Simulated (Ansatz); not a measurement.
In PBE (plane waves, PAW; program Ansatz), Bi$_{2}$Mo in the monoclinic phase (C2/m; Mo on 4i, Bi on 4i, Bi on 4i) relaxes to a = 10.835 Å, b = 3.740 Å, c = 8.453 Å, β = 120.1°. Its formation energy from the elements is 0.37 eV/atom, with no fitted shifts.

Electronic character: metallic (no gap).

The start of the workflow was typed in or built on a structure type; neither database checked (COD, Materials Project) lists it. Its standing as an ambient phase is unchecked. The cell was relaxed with PBE under the symmetry of its start; its stability against distortions is not shown here. No spin polarisation was allowed. Its formation energy is positive at this level, so the cell may be metastable or incomplete. Axis ratios of metals converge slowly with the k-mesh, so a and c are less sure than the volume. The references are the lowest solids computed at this level, not always the standard phases. Scalar-relativistic: spin–orbit coupling is off unless named, which matters more the heavier the elements.

Potentials: the earlier of the program's two PAW sets.
